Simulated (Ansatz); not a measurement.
TiCo: one input, then a changed one

Structure from Materials Project entry mp-823 (possibly hypothetical), not relaxed further. The listed cell was then made from it by scaling, straining or moving an atom.

First run: DFT, PBEsol, PAW with Ansatz's default frozen-core files, scalar-relativistic (Ansatz 0.2.0).

Command: `ansatz run input.yaml --threads 1 --pin off --max-ram 3072MiB --backend cpu --events-out ev --progress --plain --runs-dir out` The run took 8.3 s on 1 thread of Arm Neoverse V1, with other jobs on the host.

```yaml
crystal:
  lattice:
    - [3.0058871358, 0.0, 0.0]
    - [0.0, 3.0058871358, 0.0]
    - [0.0, 0.0, 3.0058871358]
  atoms:
    - { symbol: Ti, position: [0.0, 0.0, 0.0], spin: -1.0 }
    - { symbol: Co, position: [0.5, 0.5, 0.5], spin: 2.0 }
magnetization:
  spin_polarized: true
kpoints:
  mp_grid: { grid: [11, 11, 11] }
scf:
  occupations: { method: fermi_dirac, width: 0.03 }
hamiltonian:
  xc: pbesol
  pseudopotentials: { kind: paw }
output:
  forces: true
  stress: true
  eigenvalues: true
  efg: { contact_densities: true }
```

Result: converged; pressure -10.09 GPa; moment 0.88 μB; 11 SCF iterations.

The input is then changed:

```diff
@@ -13,4 +13,5 @@
 scf:
   occupations: { method: fermi_dirac, width: 0.03 }
+  convergence: { dr2_threshold: 1.0e-08 }
 hamiltonian:
   xc: pbesol
@@ -21,3 +22,7 @@
   eigenvalues: true
   efg: { contact_densities: true }
+  write_density: true
+  write_potential: true
+  elf: true
+  volumetric_format: npy
```

Task: What does the second run give?

Result: It converged; energy at zero smearing 0.0 meV/atom from the first run; pressure -10.09 GPa; moment 0.88 μB; 12 SCF iterations.

The results part of its log:

```
SCF 1 converged in 12 iterations: F = -7567.653582 eV  dr2 = 1.49e-9
  greatest PAW one-centre occupation: 1.001 electrons in one spin orbital (limit 2), on the Co atom at site 1 (counted from 0), in its partial waves of l = 1
SCF converged after 12 iterations
Magnetization: 0.8839 μB (14.9419 up, 14.0581 down)
Absolute magnetization: 1.1116 μB (∫|ρ↑−ρ↓|, with the PAW one-centre terms)
Spin contamination: 0.0731 ħ² per cell (⟨S²⟩ above its minimum at these occupations)
Per-site moments (μB) at R_I (Å): [(-0.04003583643518066, 1.0738095309610538), (0.9903751084778728, 1.0738095309610538)]
Free energy (F): -7567.653582 eV
Harris-Foulkes:  -7567.653582 eV  (|F-HF|=1.27e-9)
Internal energy: -7567.647837 eV  (E = F + TS)
E sigma→0 (E₀):  -7567.650709 eV
Entropy (-TS):   -0.005745 eV (-2.873 meV/atom)
Fermi energy:    16.089567 eV
--- Per-component energies (eV) ---
  E_band       = -417.175576
  E_kinetic    = 727.619577
  E_local      = -3921.309349  (includes V_loc(G=0)·N_el)
  E_nonlocal   = 462.822476
  E_hartree    = 1649.127962
  E_xc         = -255.044465
  E_vxc        = -326.795590  (∫ρ·V_xc dr)
  E_paw        = -2504.821214  (= ΣΔE_a)
  E_vpaw       = -657.766194  (= ΣTr[D̂ρ^β])
  E_aug_tail   = 0.000139  (compensation charges beyond the density's cutoff)
  E_ewald      = -3726.370768
  E_core_change = 0.327804  (= ΣΔE_core)
  E_smearing   = -0.005745  (= −TS)
  E_closure    = -0.000000  (closes the sum)
  Σ components = -7567.653582   (vs F -7567.653582, Δ=0.00e0)
--- Forces (eV/Å), atoms counted from 1 ---
  atom   1  Ti    -0.00000000    -0.00000000    -0.00000000
  atom   2  Co     0.00000000    -0.00000000     0.00000000
  max |Σ_I F_I| component: 7.52e-29 eV/Å
--- Stress (GPa, compression-positive) ---
      -10.085687       0.000000       0.000000
       -0.000000     -10.085687       0.000000
        0.000000       0.000000     -10.085687
  P = ⅓ Tr σ = -10.0857 GPa (-100.857 kbar)
--- PAW observables at the nuclei: V_zz in 10²¹ V/m², potentials from the cell's mean, atoms counted from 1 ---
  atom   1  Ti V_zz =    +0.000000   η = 0.0000   by run symmetry: forbidden
            electrostatic potential = -2533.572729 V   contact ρ = 56645.009502 e/Å³   contact ρ_s (e/Å³): all electrons -0.186152, valence -0.216093
  atom   2  Co V_zz =    +0.000000   η = 0.0000   by run symmetry: forbidden
            electrostatic potential = -3389.901178 V   contact ρ = 114450.353131 e/Å³   contact ρ_s (e/Å³): all electrons +1.680390, valence +4.210712
--- Band table (eV; the first three rows and the last of 112) ---
  k-point 0 ↑: bands = ["-79.3079", "-42.7064", "-42.7064", "-42.7064", "-40.7788", "-16.9911", "-16.9911", "-16.9911", "8.4486", "12.0098", "12.0098", "14.2561", "14.2561", "14.2561", "16.5862", "16.5862", "18.7508", "18.7508", "18.7508", "24.7899"]
  k-point 1 ↑: bands = ["-79.3078", "-42.7088", "-42.7063", "-42.7063", "-40.7757", "-17.0142", "-16.9895", "-16.9895", "8.6095", "12.0727", "12.0789", "14.2439", "14.2439", "14.2812", "16.5177", "16.6128", "18.5359", "18.5359", "18.7197", "24.0301"]
  k-point 2 ↑: bands = ["-79.3076", "-42.7152", "-42.7059", "-42.7059", "-40.7673", "-17.0758", "-16.9851", "-16.9851", "9.0785", "12.2531", "12.2596", "14.2134", "14.2134", "14.3504", "16.3212", "16.6492", "18.0357", "18.0357", "18.6343", "22.4971"]
  k-point 55 ↓: bands = ["-78.1518", "-41.5975", "-41.5974", "-41.5974", "-40.7218", "-17.2311", "-17.2310", "-17.2310", "13.7299", "13.8534", "13.8534", "14.0834", "14.1014", "14.1014", "16.1673", "16.1673", "19.0853", "19.0853", "23.0416", "23.4488"]
```
